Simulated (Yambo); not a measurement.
Yambo run on BaTiO3 (space group P4mm, No. 99). The wavefunctions are norm-conserving PBEsol (Quantum ESPRESSO, 84 Ry, with spin-orbit coupling) ones on a 4×4×4 mesh (40 occupied bands); a = b = 3.990 Å, c = 4.103 Å, α = β = γ = 90.00°.

Yambo input:

```
rim_cut
HF_and_locXC
RandQpts= 1000000
RandGvec= 1 Ry
EXXRLvcs= 84 Ry
VXCRLvcs= 336 Ry
% QPkrange
 1 | 1 | 38 | 42 |
 3 | 3 | 40 | 41 |
 7 | 7 | 40 | 41 |
 9 | 9 | 40 | 41 |
 16 | 16 | 40 | 41 |
 18 | 18 | 40 | 41 |
%
```

k points by index: 1 = Γ, 3 = Z, 7 = X, 9 = R, 16 = M, 18 = A.

The o-*.hf file then holds:

```
#    K-point    Band    Eo [eV]    Ehf [eV]    Vxc [eV]    Vnlxc [eV]
#
    1    38    -0.443728    -5.045659    -19.72376    -24.32569
    1    39    -0.392987    -4.940192    -19.69034    -24.23755
    1    40    -0.392987    -4.940191    -19.69034    -24.23755
    1    41    1.809279    9.125842    -18.74436    -11.42780
    1    42    1.809279    9.125841    -18.74436    -11.42780
    3    40    -0.691776    -5.638165    -19.66609    -24.61248
    3    41    1.928355    9.450593    -19.15802    -11.63578
    7    40    -1.055385    -5.969254    -19.74681    -24.66067
    7    41    2.317093    9.499878    -19.35042    -12.16764
    9    40    -0.314255    -5.402231    -19.50215    -24.59013
    9    41    3.556825    11.45785    -21.17149    -13.27046
    16    40    -0.041105    -5.159794    -19.64021    -24.75890
    16    41    3.635083    11.51724    -21.21892    -13.33676
    18    40    0.000000    -5.104412    -19.74314    -24.84755
    18    41    4.148594    12.51644    -21.58757    -13.21973
```
Exchange alone, without screening.

Geometry of the Materials Project entry, not relaxed at this level.
